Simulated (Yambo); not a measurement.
Yambo run on LiLa$_{2}$O$_{3}$H (space group Immm, No. 71). The wavefunctions are PBEsol (pw.x of Quantum ESPRESSO, ONCV potentials, without SOC) ones on a 4×4×4 mesh (22 occupied bands); a = b = c = 6.972 Å, α = 150.23°, β = 148.39°, γ = 43.97°.

Yambo input:

```
rim_cut
HF_and_locXC
RandQpts= 1000000
RandGvec= 1 Ry
EXXRLvcs= 110 Ry
VXCRLvcs= 440 Ry
% QPkrange
 1 | 1 | 22 | 23 |
 3 | 3 | 22 | 23 |
 8 | 8 | 22 | 23 |
 10 | 10 | 22 | 23 |
 11 | 11 | 22 | 23 |
 12 | 12 | 22 | 23 |
 18 | 18 | 22 | 23 |
%
```

k points by index: 1 = Γ, 3 = (0, 0, -0.5), 8 = (0, -0.5, 0), 10 = (0, -0.5, -0.5), 11 = (0.25, 0.25, 0.25), 12 = (0.25, 0.25, -0.25), 18 = (-0.5, -0.5, -0.5).

Table of the .hf output:

```
#    K-point    Band    Eo [eV]    Ehf [eV]    Vxc [eV]    Vnlxc [eV]
#
    1    22    -1.312187    -5.790954    -17.56399    -22.04275
    1    23    1.944754    7.088178    -12.33865    -7.195226
    3    22    -0.812581    -5.883723    -19.34862    -24.41976
    3    23    3.595066    13.15823    -14.73842    -5.175253
    8    22    -0.631877    -4.333397    -16.21312    -19.91464
    8    23    3.650034    14.19336    -14.84955    -4.306226
    10    22    0.000000    -3.993930    -16.29573    -20.28966
    10    23    3.150235    11.63565    -13.96148    -5.476062
    11    22    -1.106166    -6.432993    -19.09522    -24.42204
    11    23    3.512989    12.62520    -14.51571    -5.403497
    12    22    -0.929591    -5.032917    -16.54993    -20.65325
    12    23    1.834605    7.133500    -11.45300    -6.154103
    18    22    -0.675898    -4.500849    -16.21892    -20.04387
    18    23    1.931267    7.431956    -11.45067    -5.949985
```
Exchange alone, without screening.

Geometry of the Materials Project entry, not relaxed at this level.

The structure is a Materials Project entry; no match was found in the copy of COD used, and its stability was not checked.
